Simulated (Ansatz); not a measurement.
Clean, relaxed (001) surface of TiSi₂, space group Fddd (No. 70) (top face towards +c; atoms held fixed, by place in the list: 1, 2, 3, 4, 5, 6):

```xyz
15
Lattice="4.7036 0.0000 0.0000 -2.3207 4.0912 0.0000 0.0000 0.0000 25.4615" Properties=species:S:1:pos:R:3 pbc="T T T"
Ti    2.3518    0.0000    8.5000
Si   -0.0122    1.3769    8.5000
Si    2.3951    2.7143    8.5000
Ti    0.0000    0.0000   10.6154
Si    0.0433    2.7143   10.6154
Si    2.3396    1.3769   10.6154
Ti   -1.1603    2.0456   12.7446
Si    1.1660    3.4248   12.7453
Si    1.2169    0.6664   12.7453
Ti    1.1915    2.0456   14.8839
Si    3.5625    0.6624   14.8690
Si   -1.1796    3.4288   14.8690
Ti    2.3518    0.0000   17.0227
Si   -0.0482    1.3570   17.0086
Si    2.4311    2.7342   17.0086
```

Level of theory: Ansatz 0.2.0, DFT PBE+D3(BJ), scalar-relativistic, plane waves, PAW. Plane waves to 420 eV, a k mesh through Γ of 7×7×1 on the computed 15-atom cell and Gaussian smearing (0.10 eV); no spin polarisation. The cell repeats along c with a dipole correction in the vacuum.

H (atom) is adsorbed on the top face, one adsorbate per 19.2 Å², and relaxed from 3 starting sites (fractions of a and b). The adsorption energy is E(slab + adsorbate) − E(slab) − E(free adsorbate, spin-polarised where open-shell). Heights count from the highest slab atom after relaxation. Δφ is the top face's. Δp counts per cell along +c. Bonded neighbours lie within 1.25 times the sum of covalent radii (1.35 for H) and, on that scale, within 12 % of the closest. With the adsorbate the cell is lengthened along c to keep the vacuum.

| start | ends at | E_ads (eV) | height (Å) | shortest contact | Δφ (eV) | Δp (e·Å) |
| --- | --- | --- | --- | --- | --- | --- |
| top (Ti) at (0.50, 0.00) | (0.50, 0.00), 1 bonded neighbour (Ti) | -2.05 | 1.74 | H–Ti 1.74 Å | +2.34 | -0.241 |
| hollow (Ti-Si-Si) at (0.83, 0.33) | (0.63, 0.38), 1 bonded neighbour (Ti) | -2.46 | 1.15 | H–Si 1.66 Å | +0.33 | -0.033 |
| bridge (Ti-Si) at (0.83, 0.17) | (0.81, 0.15), 1 bonded neighbour (Ti) | -2.16 | 1.14 | H–Si 1.73 Å | +0.71 | -0.074 |

Among the sites tried, the lowest end comes from the hollow (Ti-Si-Si) at (0.83, 0.33) start; other sites may lie lower.

Each end is the local minimum or symmetric point that its start leads to.

The adsorbed runs have no spin polarisation, so weakly bound open-shell ends lie too high.